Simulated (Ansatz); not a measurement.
# Vibrations of MnAs (P6_3/mmc) by finite displacements

```xyz
4
Lattice="3.4968 0.0000 0.0000 -1.7484 3.0283 0.0000 0.0000 0.0000 5.2494" Properties=species:S:1:pos:R:3 pbc="T T T"
Mn    0.0000    0.0000    0.0000
Mn    0.0000    0.0000    2.6247
As    0.0000    2.0189    1.3124
As    1.7484    1.0094    3.9371
```

Starting moments along z (μB): Mn1 +1.9, Mn2 +1.9, As3 +0, As4 +0.

The conventional cell has a = 3.497 Å, b = 3.497 Å, c = 5.249 Å, α = 90.00°, β = 90.00°, γ = 120.00°. Around Mn (atom 1) lie 6 As at 2.41 Å and 2 Mn at 2.62 Å. As (atom 3) has 6 Mn at 2.41 Å as nearest neighbours.

Level of theory, where no other is named: LDA, all-electron LAPW in Ansatz 0.2.0, scalar-relativistic, spin-polarised. k mesh 10×10×6, Fermi-Dirac smearing of 0.050 eV, basis error target 0.5 meV/atom. The cell was relaxed by PAW under this functional, which moved its volume by -18 % from the database entry's.

Atoms are displaced by 0.01 Å in the primitive cell, which gives the zone-centre modes alone. Negative values stand for unstable modes.

Task: Is the structure dynamically stable at these wave vectors?

Result: Yes, no mode is unstable there; wave vectors off this mesh aren't tested.

Task: How do the optical zone-centre modes decompose, and which are active?

Result: Point group 6/mmm: Γ_opt = B1g + E2g + E2u + A2u + E1u + B2u.

```tsv
label	THz	activity	mostly
B1g	6.05	silent	As (100 %)
E2g	6.23	Raman	As (100 %)
E2u	6.57	silent	Mn (100 %)
A2u	6.68	IR	Mn (58 %)
E1u	8.41	IR	Mn (58 %)
B2u	8.89	silent	Mn (100 %)
```

In a metal the activity is that of symmetry alone; free carriers screen the infrared modes.

Task: How well do frozen-core PAW files reproduce these all-electron values?

Result: With a cutoff of 420 eV and displacements of 0.0025 Å, the r.m.s. difference over the modes is 0.1 cm⁻¹; the largest difference is 280.4 (PAW) against 280.5 cm⁻¹ (LAPW).

Task: The cell is scaled evenly to 53.921 and 57.256 Å³ (from 55.588), with free atoms relaxed and the shape held, so these aren't the values under hydrostatic pressure. What are the mode Grüneisen parameters γ = −d ln ω/d ln V?

Result: For the highest mode, 322.2 cm⁻¹ in the small cell and 279.5 in the large one give γ ≈ 2.37. From the change of the dynamical matrix on each mode:

```tsv
point	cm⁻¹	γ
Gamma	201.8	1.34
Gamma	207.8	1.38
Gamma	219.3	1.76
Gamma	222.9	1.57
Gamma	280.5	1.63
Gamma	296.5	2.43
```

Keep in mind: a lower magnetic state may exist; responses of metals move with mesh and smearing; the magnetic cell shrank by over 10 per cent from the database entry, so these values may belong to a collapsed low-moment state; zone-boundary modes aren't tested; the frozen-core PAW files of the compared runs were fitted under PBE, their cores solved anew for this functional.
